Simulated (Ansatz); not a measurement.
An Ansatz (a program for electronic structure) run. Input:

Ansatz 0.2 input:
```yaml
crystal:
  lattice:
    - [4.0767348598, 0.0, 0.0]
    - [0.0, 4.0767348598, 0.0]
    - [0.0, 0.0, 4.0767348598]
  atoms:
    - { symbol: Al, position: [0.0, 0.0, 0.0] }
    - { symbol: Pd, position: [0.0, 0.5, 0.5] }
    - { symbol: Pd, position: [0.5, 0.0, 0.5] }
    - { symbol: Pd, position: [0.5, 0.5, 0.0] }
    - { symbol: N, position: [0.5, 0.5, 0.5] }
kpoints:
  mp_grid: { grid: [8, 8, 8] }
  band_path:
    path:
      - [[0.0, 0.0, 0.0], [0.0, 0.5, 0.0], [0.5, 0.5, 0.0], [0.0, 0.0, 0.0], [0.5, 0.5, 0.5], [0.0, 0.5, 0.0]]  # Γ-X-M-Γ-R-X
      - [[0.5, 0.5, 0.5], [0.5, 0.5, 0.0]]  # R-M
    npoints: 12
basis: { xc_grid: 2 }
hamiltonian:
  xc: pbesol
  pseudopotentials: { kind: paw }
magnetization: { noncollinear: true, spin_orbit: true }
scf:
  n_extra_bands: 12
  convergence: { dr2_threshold: 0.0000000001 }
  occupations: { method: gaussian, width: 0.05 }
output: { eigenvalues: true }
```

Output (shortened):

```
Pseudopotentials: kind: paw_fr
Pseudopotential: Al, paw_fr, valence charge 3
Pseudopotential: Pd, paw_fr, valence charge 18
Pseudopotential: N, paw_fr, valence charge 5
Functional definition: PBEsol
non-collinear run that drives no moment, with spin-orbit …
Crystal: 5 atoms, lattice volume = 67.754 Å³
Basis set: ecut = 420 eV, 1357 PW (Γ), exchange–correlation on 60×60×60 points (8 copies of the dense FFT grid, shifted against one another)
Bands: 74, of which v1, the nominal top of the filled ones, is band 62 counted from 1 (61 counted from 0)
Symmetry: 48 space group operations + 48 with time reversal
k-points: 35 of 512
Projection manifold: j_resolved (fully-relativistic pseudo-atomic orbitals)
PAW frozen core: Al, regenerated for the run's functional, and the local potential with it
PAW frozen core: Pd, regenerated for the run's functional, and the local potential with it
PAW frozen core: N, regenerated for the run's functional, and the local potential with it
Initial density: superposition of atomic densities (chi_scale 0.1, normalization cell, long waves kept (reshape's long-wave potential 0.02 eV rms))
Initial wavefunctions: pseudopotential atomic-orbital guess
Eigensolver: davidson
Functional: x = pbesol(κ = 0.804, μ = 0.12345679012345678), c = pbesol(β = 0.046)
SCF iter   1: F=—  HF=-21634.879466 eV  |F-HF|=—  |Δ(HF+E_count)|=         —  Δρ=1.79e-1  dr2=2.75e1  dr2_m=0.00e0 (ungated)  ethr=3.10e-3  |M|=0.00e0 ∫|m|=0.00e0 μB  |m|>n=0.0e0 m-floor=0.0e0 τ_xc=0.0e0  β_m=0.30  ⟨swp⟩=7.1  Hψ=6062  notcnv=0  defer=18
all-band conjugate gradients solve this SCF's bands
preconditioner: auto → Kerker (q_TF=auto, 2.688 Å⁻¹)
spin=Noncollinear: Kerker preconditioning applied to the charge; magnetization (m_x, m_y, m_z) channels mix plain (no charge-response kernel on spin).
SCF iter   2: F=—  HF=-21630.553367 eV  |F-HF|=—  |Δ(HF+E_count)|=    4.33e0  Δρ=8.19e-2  dr2=5.65e0  dr2_m=0.00e0 (ungated)  ethr=3.10e-3  |M|=0.00e0 ∫|m|=0.00e0 μB  |m|>n=0.0e0 m-floor=0.0e0 τ_xc=0.0e0  β_m=0.40  ⟨swp⟩=2.8  Hψ=2761  notcnv=0  defer=132
preconditioner: auto → Resta (q_TF=auto, 2.688 Å⁻¹)
spin=Noncollinear: Resta preconditioning applied to the charge; magnetization (m_x, m_y, m_z) channels mix plain (no charge-response kernel on spin).
SCF iter   3: F=—  HF=-21629.391090 eV  |F-HF|=—  |Δ(HF+E_count)|=    1.16e0  Δρ=2.95e-2  dr2=4.72e-1  dr2_m=0.00e0 (ungated)  ethr=3.10e-3  |M|=0.00e0 ∫|m|=0.00e0 μB  |m|>n=0.0e0 m-floor=0.0e0 τ_xc=0.0e0  β_m=0.56  ⟨swp⟩=2.0  Hψ=2129  notcnv=0  defer=154
SCF iter   4: F=—  HF=-21629.278563 eV  |F-HF|=—  |Δ(HF+E_count)|=   1.13e-1  Δρ=7.98e-3  dr2=3.96e-2  dr2_m=0.00e0 (ungated)  ethr=7.62e-4  |M|=0.00e0 ∫|m|=0.00e0 μB  |m|>n=0.0e0 m-floor=0.0e0 τ_xc=0.0e0  β_m=0.63  ⟨swp⟩=2.1  Hψ=1844  notcnv=0  defer=154
SCF iter   5: F=—  HF=-21629.272768 eV  |F-HF|=—  |Δ(HF+E_count)|=   5.79e-3  Δρ=2.52e-3  dr2=3.74e-3  dr2_m=0.00e0 (ungated)  ethr=6.38e-5  |M|=0.00e0 ∫|m|=0.00e0 μB  |m|>n=0.0e0 m-floor=0.0e0 τ_xc=0.0e0  β_m=0.82  ⟨swp⟩=2.6  Hψ=2134  notcnv=0  defer=154
SCF iter   6: F=—  HF=-21629.271888 eV  |F-HF|=—  |Δ(HF+E_count)|=   8.80e-4  Δρ=6.28e-4  dr2=2.83e-4  dr2_m=0.00e0 (ungated)  ethr=6.04e-6  |M|=0.00e0 ∫|m|=0.00e0 μB  |m|>n=0.0e0 m-floor=0.0e0 τ_xc=0.0e0  β_m=0.91  ⟨swp⟩=2.1  Hψ=1772  notcnv=0  defer=154
SCF iter   7: F=—  HF=-21629.271819 eV  |F-HF|=—  |Δ(HF+E_count)|=   6.89e-5  Δρ=6.77e-5  dr2=2.49e-6  dr2_m=0.00e0 (ungated)  ethr=4.57e-7  |M|=0.00e0 ∫|m|=0.00e0 μB  |m|>n=0.0e0 m-floor=0.0e0 τ_xc=0.0e0  β_m=0.95  ⟨swp⟩=2.0  Hψ=1766  notcnv=0  defer=154
SCF iter   8: F=—  HF=-21629.271818 eV  |F-HF|=—  |Δ(HF+E_count)|=   1.83e-6  Δρ=1.84e-5  dr2=2.37e-7  dr2_m=0.00e0 (ungated)  ethr=4.02e-9  |M|=0.00e0 ∫|m|=0.00e0 μB  |m|>n=0.0e0 m-floor=0.0e0 τ_xc=0.0e0  β_m=0.98  ⟨swp⟩=2.0  Hψ=1631  notcnv=0  defer=154
SCF iter  10: F=-21629.271818 eV  HF=-21629.271818 eV  |F-HF|=2.18e-11  |Δ(HF+E_count)|=  1.56e-10  Δρ=3.21e-7  dr2=5.64e-11  dr2_m=0.00e0 (ungated)  ethr=1.00e-12  |M|=0.00e0 ∫|m|=0.00e0 μB  |m|>n=0.0e0 m-floor=0.0e0 τ_xc=0.0e0  ⟨swp⟩=9.5  Hψ=4239  notcnv=0
SCF 1 converged in 10 iterations: F = -21629.271818 eV  dr2 = 5.64e-11
NSCF: frozen V_eff on 74 k-points
SCF converged after 10 iterations
Magnetization: |M| = 0.0000 μB,  M = (+0.0000, +0.0000, +0.0000) μB
Absolute magnetization: 0.0000 μB (∫|m|)
  site 0: m = (+0.0000, +0.0000, +0.0000) μB, |m| = 0.0000 μB  (R = 1.19 Å)
  site 1: m = (+0.0000, +0.0000, +0.0000) μB, |m| = 0.0000 μB  (R = 0.84 Å)
  site 2: m = (+0.0000, +0.0000, +0.0000) μB, |m| = 0.0000 μB  (R = 0.84 Å)
  site 3: m = (+0.0000, +0.0000, +0.0000) μB, |m| = 0.0000 μB  (R = 0.84 Å)
  site 4: m = (+0.0000, +0.0000, +0.0000) μB, |m| = 0.0000 μB  (R = 0.84 Å)
Free energy (F): -21629.271818 eV
Harris-Foulkes:  -21629.271818 eV  (|F-HF|=2.18e-11)
Internal energy: -21629.269287 eV  (E = F + TS)
E sigma→0 (E₀):  -21629.270553 eV
Entropy (-TS):   -0.002530 eV (-0.506 meV/atom)
Fermi energy:    16.625398 eV
--- Per-component energies (eV) ---
  E_band       = -570.352512
  E_kinetic    = 1694.794428
  E_local      = -7353.164530  (includes V_loc(G=0)·N_el)
  E_nonlocal   = 711.360847
  E_hartree    = 3062.945590
  E_xc         = -601.593650
  E_vxc        = -738.408843  (∫ρ·V_xc dr)
  E_paw        = -11636.381640  (= ΣΔE_a)
  E_vpaw       = -1010.826595  (= ΣTr[D̂ρ^β])
  E_aug_tail   = 0.000693  (compensation charges beyond the density's cutoff)
  E_ewald      = -7508.191514
  E_core_change = 0.960488  (= ΣΔE_core)
  E_smearing   = -0.002530  (= −TS)
  E_closure    = 0.000000  (closes the sum)
  Σ components = -21629.271818   (vs F -21629.271818, Δ=0.00e0)
  [band-id]    e_kinetic+e_local+e_nonlocal+2·e_hartree+e_vxc+e_vpaw+e_augmentation_tail = -570.352821   (vs E_band -570.352512, Δ=-3.08e-4)
--- Band table (eV; the first three rows and the last of 35) ---
  k-point 0: bands = ["-68.3342", "-68.3342", "-68.3031", "-68.3031", "-68.3031", "-68.3031", "-37.2498", "-37.2498", "-37.2498", "-37.2498", "-37.1529", "-37.1529", "-32.9649", "-32.9649", "-32.8271", "-32.8271", "-32.8271", "-32.8271", "-32.5651", "-32.5651", "-32.5651", "-32.5651", "-32.5591", "-32.5591", "-0.7231", "-0.7231", "8.0744", "8.0744", "11.2281", "11.2281", "11.2281", "11.2281", "11.2304", "11.2304", "11.7093", "11.7093", "11.7093", "11.7093", "11.7642", "11.7642", "11.7642", "11.7642", "11.9004", "11.9004", "13.6425", "13.6425", "13.6425", "13.6425", "13.8549", "13.8549", "13.9491", "13.9491", "13.9491", "13.9491", "15.2212", "15.2212", "15.3448", "15.3448", "15.4345", "15.4345", "15.4345", "15.4345", "17.7252", "17.7252", "17.8578", "17.8578", "17.9676", "17.9676", "17.9676", "17.9676", "22.0184", "22.0184", "22.0184", "22.0184"]
  k-point 1: bands = ["-68.3332", "-68.3332", "-68.3041", "-68.3041", "-68.3031", "-68.3031", "-37.2498", "-37.2498", "-37.2466", "-37.2466", "-37.1562", "-37.1562", "-32.9599", "-32.9599", "-32.8308", "-32.8308", "-32.8257", "-32.8257", "-32.5671", "-32.5671", "-32.5660", "-32.5660", "-32.5598", "-32.5598", "-0.6462", "-0.6462", "8.1973", "8.1973", "11.0193", "11.0193", "11.0775", "11.0775", "11.1537", "11.1537", "11.2649", "11.2649", "11.6936", "11.6936", "11.8013", "11.8013", "11.8734", "11.8734", "11.9492", "11.9492", "13.6156", "13.6156", "13.6490", "13.6490", "13.8387", "13.8387", "13.9514", "13.9514", "14.1642", "14.1642", "15.2351", "15.2351", "15.2488", "15.2488", "15.4266", "15.4266", "15.4410", "15.4410", "17.5154", "17.5154", "18.0145", "18.0145", "18.1615", "18.1615", "18.2189", "18.2189", "22.0389", "22.0389", "22.3803", "22.3803"]
  k-point 2: bands = ["-68.3302", "-68.3302", "-68.3070", "-68.3070", "-68.3031", "-68.3031", "-37.2498", "-37.2498", "-37.2376", "-37.2376", "-37.1654", "-37.1654", "-32.9464", "-32.9464", "-32.8414", "-32.8414", "-32.8224", "-32.8224", "-32.5717", "-32.5717", "-32.5688", "-32.5688", "-32.5609", "-32.5609", "-0.4501", "-0.4501", "8.5127", "8.5127", "9.9838", "9.9838", "10.8293", "10.8293", "10.8524", "10.8524", "11.3584", "11.3584", "11.5250", "11.5250", "11.9181", "11.9181", "12.0412", "12.0412", "12.1490", "12.1490", "13.5322", "13.5322", "13.5995", "13.5995", "13.8131", "13.8131", "13.9742", "13.9742", "14.0667", "14.0667", "14.9794", "14.9794", "15.2751", "15.2751", "15.4105", "15.4105", "15.4664", "15.4664", "17.5089", "17.5089", "18.0895", "18.0895", "18.8612", "18.8612", "18.8967", "18.8967", "22.1085", "22.1085", "23.0284", "23.0284"]
  k-point 34: bands = ["-68.3134", "-68.3134", "-68.3134", "-68.3134", "-68.3134", "-68.3134", "-37.2382", "-37.2382", "-37.2106", "-37.2106", "-37.2106", "-37.2106", "-32.9553", "-32.9553", "-32.8242", "-32.8242", "-32.8242", "-32.8242", "-32.6566", "-32.6566", "-32.5273", "-32.5273", "-32.5273", "-32.5273", "1.1629", "1.1629", "7.7587", "7.7587", "7.7587", "7.7587", "7.8385", "7.8385", "9.6369", "9.6369", "12.4299", "12.4299", "12.6307", "12.6307", "12.6307", "12.6307", "12.8643", "12.8643", "12.8643", "12.8643", "13.0144", "13.0144", "14.2096", "14.2096", "14.2096", "14.2096", "14.3819", "14.3819", "14.3819", "14.3819", "14.5288", "14.5288", "15.0919", "15.0919", "15.2448", "15.2448", "15.2448", "15.2448", "17.6827", "17.6827", "17.6827", "17.6827", "17.8117", "17.8117", "17.8270", "17.8270", "23.6865", "23.6865", "23.7972", "23.7972"]
  band table: 74 of 74 bands, residual norms ≤ 1.0e-3 eV
```

Cost: very roughly 80 core-seconds on shared cores.

Space group Pm-3m (anti-perovskite). The start of the workflow was typed in or built on a structure type; neither database checked (COD, Materials Project) lists it. Whether it is the stable phase at ambient conditions was not checked. Symmetry was held in the PBEsol relaxation. At this level the phase is dynamically unstable (imaginary phonons). The run is not spin-polarised.

Potentials: the later of the program's two PAW sets.

Ansatz is a plane-wave DFT program.
